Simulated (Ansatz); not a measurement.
Structure search: one LiSb7 candidate

The calculation used DFT PBE, scalar-relativistic, plane waves, PAW in Ansatz 0.2.0. Cutoff 420 eV, Gaussian smearing, Γ-centred meshes. Cell and atoms relax first on a coarse mesh and then on a finer one. In between, the cell is made exact in the group found at 0.06 Å. In metals the finer mesh still leaves noise of several meV/atom or more. The steps can't lower the symmetry of their start. No spin polarisation.

The cell of LiSb7 is invented: random cell by space group and Wyckoff sites (P-62m, No. 189). Its size is a rough estimate.

```
CELL_PARAMETERS angstrom
5.27147 0.00000 0.00000
-2.63573 4.56522 0.00000
0.00000 0.00000 10.68682
ATOMIC_POSITIONS crystal
Li 0.00000 0.00000 0.50000
Sb 0.31308 0.00000 0.65908
Sb 0.00000 0.31308 0.65908
Sb 0.68692 0.68692 0.65908
Sb 0.31308 0.00000 0.34092
Sb 0.00000 0.31308 0.34092
Sb 0.68692 0.68692 0.34092
Sb 0.00000 0.00000 0.00000
```

Formation energies are uncorrected and refer to the elements' standard structures at the same level.

Q: What does it relax into?

A: The symmetry stays P-62m (No. 189). The volume per atom shrinks by 13.5 %, from 32.1 to 27.8 Å³. The shortest distance goes from 2.37 Å (Li–Sb) to 3.07 Å (Sb–Sb). The ratio c/a of the conventional cell changes by a factor of 0.48. The energy falls by about 0.74 eV/atom (the start's value is from the coarse mesh). The end is written in a standard setting, so origin, axes and order of atoms can differ from the start's. Conventional cell: a = 6.413 Å, c = 6.245 Å. Li has 8 Sb at 3.12–3.22 Å and 6 Sb at 3.95 Å; around Sb on a site of symmetry m lie 7 Sb at 3.07–3.28 Å, 1 Li at 3.22 Å, 1 Sb at 3.93 Å and 1 Li at 3.95 Å; Sb on a site of symmetry -62m has 2 Li at 3.12 Å, 6 Sb at 3.19 Å and 6 Sb at 3.93 Å.

```cif
data_structure
_symmetry_space_group_name_H-M 'P 1'
_symmetry_Int_Tables_number 1
_cell_length_a 6.4127
_cell_length_b 6.4127
_cell_length_c 6.2446
_cell_angle_alpha 90.000
_cell_angle_beta 90.000
_cell_angle_gamma 120.000
_cell_volume 222.39
loop_
_atom_site_label
_atom_site_type_symbol
_atom_site_fract_x
_atom_site_fract_y
_atom_site_fract_z
_atom_site_occupancy
Li1 Li 0.00000 0.00000 0.50000 1
Sb1 Sb 0.43641 0.00000 0.75441 1
Sb2 Sb 0.00000 0.43641 0.75441 1
Sb3 Sb 0.56359 0.56359 0.75441 1
Sb4 Sb 0.43641 0.00000 0.24559 1
Sb5 Sb 0.00000 0.43641 0.24559 1
Sb6 Sb 0.56359 0.56359 0.24559 1
Sb7 Sb 0.00000 0.00000 0.00000 1
```

Q: Give its energy and gap.

A:

| Property | Result |
| --- | --- |
| Formation energy | +0.06 eV/atom |
| Gap on the 9×9×6 mesh of the 8-atom cell | 0 eV (a metal) |

A positive value: parting into the elements would lower its energy.

The last run used Gaussian smearing of 0.10 eV. These runs have no spin–orbit coupling, which can matter for Sb. Symmetry constrained the relaxation, so the result can be a saddle point. In all, the 4 runs took 14 min on 1 thread of Intel(R) Xeon(R) Platinum 8488C (Sapphire Rapids) (shared host).
